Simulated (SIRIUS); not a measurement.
Set-up for a self-consistent single point of InAs (F-43m, 2 atoms in the cell; from Materials Project mp-20305, changed as shown).

```
InAs
1.0
    0.00000     3.07378     3.07378
    3.07378     0.00000     3.07378
    3.07378     3.07378     0.00000
In As
1 1
Direct
  0.75000   0.75000   0.75000
  0.00000   0.00000   0.00000
```

Level of theory: PBEsol, PseudoDojo 0.4 standard norm-conserving PBEsol (tails mended) pseudopotentials (plane waves; SIRIUS).

SIRIUS settings:

```
setting                                                                                                          value
--------------------------------------  ------------------------------------------------------------------------------
parameters.ngridk                                                                                                8 8 8
parameters.xc_functionals                                                         [XC_GGA_X_PBE_SOL, XC_GGA_C_PBE_SOL]
parameters.gk_cutoff                                                                                      9.165 1/bohr
parameters.pw_cutoff                                                                                     18.331 1/bohr
parameters.smearing                                                                                               cold
parameters.smearing_width                                                                                0.00183747 Ha
potentials                              PseudoDojo 0.4 standard norm-conserving PBEsol (tails mended) pseudopotentials
parameters.electronic_structure_method                                                                 pseudopotential
parameters.num_bands                                                                                                18
parameters.num_mag_dims                                                                                              0
parameters.num_dft_iter                                                                                            100
parameters.energy_tol                                                                                         1e-07 Ha
parameters.density_tol                                                                                           1e-06
mixer.type                                                                                                    broyden2
mixer.beta                                                                                                         0.7
mixer.use_hartree                                                                                                false
```

Results:

- Number of valence electrons = 28
- Number of bands = 18
- Number of k-points after the program's reduction = 29
- Number of plane waves (most at a k-point) = 5120
- Number of SCF iterations = 24
- FFT grid = 50 × 50 × 50
- Free energy E − TS = -4687.0155 eV
- Fermi level (on the code's own zero) = 7.32 eV
- Pressure = -1.45 GPa

Stress (GPa, positive for compression):
```
-1.45   0.00   0.00
 0.00  -1.45   0.00
 0.00   0.00  -1.45
```

For comparison: a first run was changed to give this one (volume scaled by 1.02), and from it to this one the free energy goes up by 3.4 meV/atom and the pressure goes from -0.44 to -1.45 GPa.

The structure comes from a collection of computed structures, made at another level of theory; the collection holds predicted forms beside known ones.

Cost on one core: very roughly 70 core-seconds.

“Tails mended”: in these copies of the files the far tail of each local potential was reset to the Coulomb form.
